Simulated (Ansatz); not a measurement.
ZrB (rocksalt structure)

The computed numbers are results of r²SCAN, scalar-relativistic (no spin polarisation) in the plane-wave PAW code Ansatz at 500 eV, 12×12×12 k-mesh, Gaussian smearing of 0.05 eV. The datasets are Ansatz's generated set soft_2.

```cif
data_structure
_symmetry_space_group_name_H-M 'Fm-3m'
_symmetry_Int_Tables_number 225
_cell_length_a 4.9114
_cell_length_b 4.9114
_cell_length_c 4.9114
_cell_angle_alpha 90.000
_cell_angle_beta 90.000
_cell_angle_gamma 90.000
_cell_volume 118.47
loop_
_atom_site_label
_atom_site_type_symbol
_atom_site_symmetry_multiplicity
_atom_site_Wyckoff_symbol
_atom_site_fract_x
_atom_site_fract_y
_atom_site_fract_z
_atom_site_occupancy
Zr1 Zr 4 b 0.50000 0.00000 0.00000 1
B1 B 4 a 0.00000 0.00000 0.00000 1
```

The compound is reported in the structure type of the start.

The cell above was scaled in volume, its shape and atoms being fixed by the lattice's symmetry. Energies are counted from the cell above.

| V (Å³/atom) | ΔE (meV/atom) | P from the stress (GPa) |
| --- | --- | --- |
| 14.216 | 12.93 | 7.23 |
| 14.513 | 3.12 | 3.44 |
| 14.809 | 0.00 | 0.00 |
| 15.105 | 2.92 | -3.12 |
| 15.401 | 11.36 | -5.95 |
| 15.845 | 33.21 | -9.70 |

**Question.** Do the energies and the pressures agree? Compare −ΔE/ΔV between neighbouring points (1 meV/Å³ = 0.1602 GPa) with the mean of their pressures.

**Answer.** 
```csv
interval (Å³/atom),−ΔE/ΔV (GPa),mean P (GPa)
14.22 to 14.51,5.3,5.3
14.51 to 14.81,1.7,1.7
14.81 to 15.10,-1.6,-1.6
15.10 to 15.40,-4.6,-4.5
15.40 to 15.85,-7.9,-7.8
```
They differ by 0.06 GPa at most.

**Question.** What do the two routes give for V0, B0 and B0′?

**Answer.** A third-order Birch–Murnaghan fit of the energies: V0 = 14.81 Å³/atom, B0 = 164 GPa, B0′ = 3.9. A polynomial of P in ln V, with B = −dP/d ln V at P = 0: V0 = 14.81 Å³/atom, B0 = 164 GPa, B0′ = 3.9.

B0·V0 = 163.8 GPa × 14.81 Å³ = 15.14 eV/atom sets the scale: near the minimum ΔE ≈ ½ B0 V0 x², with x = V/V0 − 1, and a pressure of 1.6 GPa squeezes the volume by about 1 %. At the ends of the curve: x = −4.0 % predicts 12.1 meV/atom and the run gives 12.9; x = +7.0 % predicts 37.1 meV/atom and the run gives 33.2. The curve is steeper than the parabola on the compressed side and flatter on the expanded side: the bulk modulus rises with pressure.

The cell is a metal with an odd number of electrons, and spin polarisation wasn't tried.
